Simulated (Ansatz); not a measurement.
**ZnS: what the electron mass says about interband coupling**

Method: Ansatz 0.2.0, DFT PBE, scalar-relativistic, plane waves, PAW.

Plane waves to 420 eV, a k mesh through Γ of 12×12×2 on the computed 12-atom cell and Gaussian smearing (0.02 eV); no spin polarisation.

Relaxed cell: P6_3mc, a = 3.847 Å, b = 3.847 Å, c = 18.873 Å, α = 90.00°, β = 90.00°, γ = 120.00°, 12 atoms in the primitive cell.

The direct gap at Γ is 2.038 eV, and at Γ the conduction band has a mass of 0.1646 mₑ and the lightest hole 0.1435 mₑ, both along z.

Use two-band k·p theory to get the Kane energy. As an exercise, what mass follows if the true gap is 1.5 times the computed one (semilocal functionals can miss by more, threefold or worse in zinc and cadmium oxides)?

Coupling to the valence top alone gives mₑ/m* = 1 + E_P/E_g, so E_P = E_g (mₑ/m* − 1) = 2.038 × (6.08 − 1) = 10.4 eV. The light hole is the mirror band, mₑ/mₗₕ = E_P/E_g − 1, and gives 16.2 eV; the spread shows what other bands add. Fits to experiment give about 15 to 31 eV for common tetrahedral semiconductors; the figure from the electron is a net one, lowered by higher conduction bands, and semilocal functionals tend to give less. With E_P fixed and E_g = 3.06 eV the mass becomes 0.228 mₑ: in this model the mass grows with the gap, in proportion where E_P ≫ E_g, which is why functionals that close gaps give light electrons. A correction that opens the gap also strengthens the coupling, so the true mass usually rises less. Remote bands and spin-orbit splitting are left out of the model.

Cost: 3 runs of about 14 core-minutes in all, on Intel Xeon Processor @ 2.50GHz (Skylake/Cascade Lake) (shared hosts).